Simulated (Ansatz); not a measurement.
Ga₂O₃:
```xyz
10
Lattice="6.2277 1.5416 0.0000 -6.2277 1.5416 0.0000 -1.3917 0.0000 5.7101" Properties=species:S:1:pos:R:3 pbc="T T T"
Ga    -2.9286     1.5416     3.9161
Ga     1.5369     1.5416     1.7941
Ga     4.8223     1.5416     1.1721
Ga    -6.2140     1.5416     4.5381
O     -0.9847     1.5416     4.2444
O     -0.4070     1.5416     1.4657
O      3.4579     1.5416     2.4876
O     -4.8496     1.5416     3.2225
O     -4.3431     1.5416     0.6233
O      2.9515     1.5416     5.0868
```

Relaxed with PBE. Special points in fractions of this cell's reciprocal vectors: Γ (0.000, 0.000, 0.000); C (0.266, 0.266, 0.000); C2 (-0.266, 0.734, 0.000); Y2 (-0.500, 0.500, 0.000); M2 (-0.500, 0.500, 0.500); D (-0.258, 0.742, 0.500); D2 (0.258, 0.258, 0.500); A (0.000, 0.000, 0.500); L2 (0.000, 0.500, 0.500); V2 (0.000, 0.500, 0.000).

Task: List the band energies nearest the valence-band maximum at these points for PBE in the plane-wave PAW code Ansatz.

Result: In eV from the valence-band maximum; about four levels below and three above (degenerate sets whole), none deeper than 8.9 eV; points with the same levels are listed once.

```csv
k,below,above
Γ,-0.66 -0.47 -0.29 -0.02,2.01 5.38 6.29
C,-0.87 -0.73 -0.48 -0.10,5.47 6.09 6.63
Y2,-0.69 -0.68 -0.42 -0.14,4.19 4.42 5.65
M2,-0.64 -0.64 -0.59 -0.01,4.76 4.98 5.82
D,-1.08 -0.82 -0.82 -0.60,6.51 6.59 7.31
A,-0.63 -0.60 -0.54 -0.30,4.36 4.56 6.29
L2,-1.05 -0.98 -0.70 -0.61,6.48 6.54 7.47
V2,-0.77 -0.69 -0.47 -0.10,5.36 6.16 6.83
```

Space group C2/m. Symmetry was held in the PBE relaxation. Scalar-relativistic: spin–orbit coupling is off unless named, which matters more the heavier the elements.

Potentials: the earlier of the program's two PAW sets.
